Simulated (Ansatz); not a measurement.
ZnS (wurtzite, space group No. 186), DFT-r²SCAN in the program Ansatz with PAW potentials. The conduction-band minimum lies at Γ, with 1 equivalent valley. Second derivatives d²E/dk² of the lowest band at one valley (eV·Å²), along Cartesian directions:

```
direction  d²E/dk²
---------  -------
[100]        36.92
[010]        36.92
[001]        42.77
[110]        36.92
[101]        39.85
[011]        39.85
```

Question: Find the principal effective masses, the density-of-states mass and the conductivity mass.

Answer: Off-diagonal terms follow from H_xy = H[110] − (H_xx + H_yy)/2, and m*/mₑ = 7.620 eV·Å² over each eigenvalue: 0.18, 0.21, 0.21. One valley's DOS mass (m₁m₂m₃)^(1/3) = 0.20, conductivity mass 3/(Σ 1/mᵢ) = 0.20 mₑ.

Question: What effective density of states Nc follows at 300 K for parabolic valleys?

Answer: Nc = 2.509e19 × 1 × (0.20)^(3/2) ≈ 2.2e18 cm⁻³.

Space group P6_3mc (wurtzite). The r²SCAN relaxation kept the symmetry of its start.

Potentials: the later of the program's two PAW sets.

Edges and masses are those of Kohn–Sham bands, whose gap is no quasiparticle gap.
